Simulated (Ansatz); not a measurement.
ZnF2:
```yaml
crystal:
  lattice:
    - [4.71711, 0.00000, 0.00000]
    - [0.00000, 4.71711, 0.00000]
    - [0.00000, 0.00000, 3.12869]
  atoms:
    - { symbol: Zn, position: [0.50000, 0.50000, 0.50000] }
    - { symbol: Zn, position: [0.00000, 0.00000, 0.00000] }
    - { symbol: F, position: [0.69616, 0.69616, 0.00000] }
    - { symbol: F, position: [0.30384, 0.30384, 0.00000] }
    - { symbol: F, position: [0.80384, 0.19616, 0.50000] }
    - { symbol: F, position: [0.19616, 0.80384, 0.50000] }
```

Relaxed with PBEsol.

Task: Which orbitals make up the states near the band edges in DFT-PBEsol in the program Ansatz with PAW potentials?

Result: Top 1 eV of the valence band: F 2p 59 %, Zn 3d 40 %. Bottom 1 eV of the conduction band: Zn 4s 75 %, F 2s 17 %, F 2p 7 %. Projections are on Löwdin-orthogonalised atomic valence shells; empty p or d shells of many metals are not among them.

Task: Tabulate the density of states.

Result: States/eV per cell of 6 atoms, in 0.25 eV bins, energy from the valence-band maximum.

```
E (eV)  total   F 2p  Zn 3d  Zn 4s
------  -----  -----  -----  -----
-6.35    0.00   0.00   0.00   0.00
-6.10    0.32   0.22   0.04   0.05
-5.85    1.21   0.81   0.24   0.15
-5.60    2.98   1.97   0.68   0.30
-5.35    5.33   3.68   1.09   0.50
-5.10    4.71   3.01   1.32   0.33
-4.85    7.28   4.13   2.93   0.16
-4.60   11.74   5.81   5.76   0.11
-4.35    5.67   3.25   2.24   0.11
-4.10    6.30   3.40   2.69   0.13
-3.85    8.09   4.25   3.65   0.11
-3.60    9.53   4.59   4.77   0.08
-3.35   12.56   4.16   8.28   0.05
-3.10    9.74   2.07   7.57   0.05
-2.85   14.63   3.26  11.15   0.13
-2.60    6.93   2.78   4.05   0.03
-2.35    5.28   2.36   2.78   0.06
-2.10    6.42   3.81   2.44   0.06
-1.85    7.56   4.69   2.72   0.05
-1.60    8.92   6.75   2.05   0.04
-1.35   16.43  12.59   3.68   0.04
-1.10    5.63   3.59   1.92   0.04
-0.85    3.03   1.75   1.22   0.02
-0.60    4.52   2.64   1.82   0.01
-0.35    6.85   4.05   2.75   0.01
-0.10    4.35   2.54   1.77   0.00
0.15     0.00   0.00   0.00   0.00
0.40     0.00   0.00   0.00   0.00
0.65     0.00   0.00   0.00   0.00
0.90     0.00   0.00   0.00   0.00
1.15     0.00   0.00   0.00   0.00
1.40     0.00   0.00   0.00   0.00
1.65     0.00   0.00   0.00   0.00
1.90     0.00   0.00   0.00   0.00
2.15     0.00   0.00   0.00   0.00
2.40     0.00   0.00   0.00   0.00
2.65     0.00   0.00   0.00   0.00
2.90     0.00   0.00   0.00   0.00
3.15     0.00   0.00   0.00   0.00
3.40     0.00   0.00   0.00   0.00
3.65     0.04   0.00   0.00   0.03
3.90     0.09   0.01   0.00   0.07
4.15     0.14   0.01   0.00   0.10
4.40     0.18   0.02   0.00   0.13
4.65     0.22   0.02   0.00   0.16
4.90     0.26   0.03   0.00   0.19
5.15     0.31   0.04   0.00   0.23
5.40     0.36   0.05   0.00   0.26
5.65     0.45   0.07   0.00   0.33
5.90     0.54   0.08   0.00   0.39
6.15     0.55   0.09   0.00   0.40
6.40     0.56   0.09   0.00   0.41
6.65     0.75   0.12   0.00   0.54
6.90     0.92   0.16   0.00   0.67
7.15     1.15   0.20   0.00   0.83
7.40     1.16   0.20   0.00   0.84
7.65     1.23   0.21   0.00   0.90
7.90     1.48   0.25   0.00   1.08
8.15     1.63   0.27   0.00   1.18
```

Space group P4_2/mnm (rutile). The PBEsol relaxation kept the symmetry of its start.

Potentials: the later of the program's two PAW sets.
